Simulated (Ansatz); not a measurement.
**Which element took the place of Sb in YAl2Sb2?**

```
Y Sb Al
1.0
     4.55967    0.00000    0.00000
    -2.27984    3.94879    0.00000
     0.00000    0.00000    7.26403
Y Sb Al
1 2 2
Direct
  0.00000 0.00000 0.00000
  0.33330 0.66670 0.25730
  0.66670 0.33330 0.74270
  0.33330 0.66670 0.64200
  0.66670 0.33330 0.35800
```

All energies were calculated with Ansatz 0.2.0 (r2SCAN; 500 eV; 9×9×5 Γ-centred mesh; fermi-dirac occupations of width 0.100 eV). Spin: none. Single points at fixed atoms.

Every Sb was replaced by another element on the same fractional sites, and the cell was resized from 26.16 to 24.74 Å³ an atom (9×9×5 Γ-centred mesh, fermi-dirac occupations of width 0.100 eV).

The runs give:

```
      quantity  YAl2Sb2  the new compound
pressure (GPa)      0.3      0.9
```

Mean Bader charges in e: the swapped site -1.98 → -1.79; Y +1.55 → +1.61, Al +1.20 → +0.99.

Which of these is the best guess for the element put in?
A. In
B. B
C. Te

A. The compound is YAl₂In₂. Its In site carries -1.79 e; In has 3 outer electrons, a Pauling electronegativity of 1.78 and a covalent radius of 1.42 Å, against 5, 2.05 and 1.39 Å for Sb. B has 3, 2.04 and 0.84 Å; Te has 6, 2.10 and 1.38 Å. Charge, size and the count of electrons narrow the choice, and this is the element that was used.

Origins: YAl2Sb2, a known structure type with other elements put in, at an estimated volume; YAl2In2, a known structure type with other elements put in, at an estimated volume. An invented cell need not be a known compound.

Caveats: atoms and cells are not relaxed; pressure is positive in compression; a dash marks a value that doesn't apply or isn't given.
